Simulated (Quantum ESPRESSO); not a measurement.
## Al3ZnON3 (a curve over one atom's position)

Computed values, not a measurement. The program is pw.x of Quantum ESPRESSO 7.5 (plane-wave density functional theory). The cell is made up: 8 atoms on a wurtzite lattice, with randomly drawn elements, strain and displacements, not relaxed. PseudoDojo standard norm-conserving files (v0.5 for PBE, v0.4.1 for LDA and PBEsol) set the functional; there is no spin polarisation, spin-orbit coupling or dispersion term, and the masses in the input are unused placeholders.

Seven runs move atom 2 (Al, counted in the order of the input) along z and keep all else fixed.

Input of the run at -0.0267:

```
&control calculation='scf', pseudo_dir='./dojo.nc.sr.pbe.v0_5.standard.upf', outdir='./o', disk_io='medium', tprnfor=.true., tstress=.true. /
&system ibrav=0, nat=8, ntyp=4, nbnd=31, ecutwfc=84.00895049, nosym=.true., tot_charge=0,
 occupations='smearing', smearing='fd', degauss=0.0018374661
/
&electrons conv_thr=7.350e-09, electron_maxstep=60, /
ATOMIC_SPECIES
Al 1.0 Al.upf
N 1.0 N.upf
O 1.0 O.upf
Zn 1.0 Zn.upf
CELL_PARAMETERS angstrom
3.1757 -0.0232 -0.0316
-0.0401 5.3987 -0.0638
-0.0517 -0.0602 5.154
ATOMIC_POSITIONS angstrom
Al 0.0709 0.0147 -0.0173
Al 1.6271 2.6952 -0.0618
Al 1.5191 0.8479 2.545
Zn 0.0024 3.5545 2.5305
O -0.0619 -0.0197 1.9282
N 1.5058 2.6991 1.8899
N 1.5569 0.7723 4.5404
N -0.068 3.5524 4.4707
K_POINTS automatic
6 4 4 1 1 1
```

| shift of atom 2 along z (Å) | free energy less that of the input shown (eV) | Fx on atom 2 (eV/Å) | Fy on atom 2 (eV/Å) | Fz on atom 2 (eV/Å) | pressure (GPa) | next band up at Gamma (eV) | iterations |
| --- | --- | --- | --- | --- | --- | --- | --- |
| -0.0925 | 0.0615 | -0.830 | 0.857 | 1.348 | -0.21 | 0.553 | 13 |
| -0.0570 | 0.0212 | -0.774 | 0.879 | 0.910 | -0.30 | 0.588 | 13 |
| -0.0485 | 0.0140 | -0.760 | 0.884 | 0.795 | -0.31 | 0.597 | 13 |
| -0.0267 | 0.0000 | -0.725 | 0.898 | 0.480 | -0.33 | 0.618 | 12 |
| +0.0317 | -0.0002 | -0.625 | 0.936 | -0.512 | -0.25 | 0.671 | 13 |
| +0.0509 | 0.0132 | -0.590 | 0.949 | -0.891 | -0.17 | 0.687 | 13 |
| +0.0739 | 0.0393 | -0.547 | 0.964 | -1.382 | -0.04 | 0.704 | 13 |

A cubic fit gives dFz/dz = -16.80 eV/Å² at zero shift. Across the table the free energy follows the integral of the force to within 0.1 meV. A rerun of one of the cells at 1437 eV and a 8 x 6 x 6 mesh moved values by no more than 0.002 eV in energy, 0.03 GPa in stress and 0.002 eV/Å in force. The band column is the level of band 26 at Gamma less that of band 25, whose number is half the electron count, rounded up; it comes from a band step after each run.